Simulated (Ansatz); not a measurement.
In the program Ansatz at the r²SCAN level (PAW), Ga$_{2}$W in the orthorhombic phase (Fddd; Ga on 16f, W on 8b) relaxes to a = 4.970 Å, b = 8.348 Å, c = 8.731 Å. Against the elements it lies at 0.071 eV/atom, with no fitted shifts.

Electronic character: metallic (no gap).

Bader charges are Ga -0.07, W +0.15 e.

The start of the workflow was typed in or built on a structure type; neither database checked (COD, Materials Project) lists it. Its standing as an ambient phase is unchecked. The cell was relaxed with r²SCAN under the symmetry of its start; its stability against distortions is not shown here. The run is not spin-polarised. Axis ratios of metals converge slowly with the k-mesh, so a and c are less sure than the volume. The references are the lowest solids computed at this level, not always the standard phases. Scalar-relativistic: spin–orbit coupling is off unless named, which matters more the heavier the elements.

Potentials: the later of the program's two PAW sets.
